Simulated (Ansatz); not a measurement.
Here is the system:

AlN:
```xyz
8
Lattice="3.1208 0.0000 0.0000 -1.5604 2.7027 0.0000 0.0000 0.0000 10.1117" Properties=species:S:1:pos:R:3 pbc="T T T"
Al     0.0000     0.0000     0.0143
Al     0.0000     0.0000     5.0701
Al     1.5604     0.9009     7.5871
Al     0.0000     1.8018     2.5312
N      0.0000     0.0000     8.2101
N      0.0000     0.0000     3.1543
N      1.5604     0.9009     5.6823
N      0.0000     1.8018     0.6265
```

This is the PBE-relaxed structure.

Q: All from PBE (plane waves, PAW; program Ansatz), unless another level is named. Predict the electron effective mass.

A: 0.28 mₑ (isotropic).

Q: Predict the hole effective mass.

A: 0.24, 4.6, 4.6 mₑ (principal values).

Q: And the band gap?

A: 4.00 eV (direct).

Q: And the HSE06 gap on the PBE cell?

A: 5.26 eV.

Q: Give the weight of the valence-edge state by species (Voronoi cells).

A: N 87 %, Al 13 %.

Q: And the valence-band maximum?

A: at Γ.

Space group P6_3mc. The cell is a constructed one: a structure type filled with these elements. Its sites differ from those of the usual phase in this space group: another stacking or structure type. Symmetry was held in the PBE relaxation; phonons on a q-mesh show no instability.

Potentials: the later of the program's two PAW sets.
